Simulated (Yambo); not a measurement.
G0W0@PBE for InP (zinc blende, space group F-43m, No. 216) in Yambo. Reference settings: 4×4×4 Γ-centred k mesh, bands 5 to 225 and a 15 Ry block in the screening, 225 bands in G with the Bruneval-Gonze terminator, plasmon pole fitted at 27.2 eV. The PBE gap Γ → Γ on this mesh is 0.65 eV; G0W0 gaps are taken between the same points.

With and without the terminator, as bands are cut:

| bands in G (in W) | gap, terminator (eV) | gap, none (eV) | valence shift, terminator (eV) | valence shift, none (eV) |
|---|---|---|---|---|
| 76 (225) | 1.369 | 1.320 | -0.762 | -0.506 |
| 139 (225) | 1.366 | 1.347 | -0.761 | -0.660 |
| 225 (225) | 1.365 | 1.360 | -0.757 | -0.719 |

Over this range the gap spans 0.004 eV with the terminator and 0.040 eV without, the valence shift 0.005 eV and 0.213 eV. Neither column has reached its limit for certain.

Spin-orbit coupling is not included.

Geometry relaxed with PBEsol; primitive cell a = b = c = 4.1586 Å, α = β = γ = 60.00°.

A shift is the quasiparticle energy of the state minus its PBE energy.

The potentials are those of PseudoDojo's stringent table.
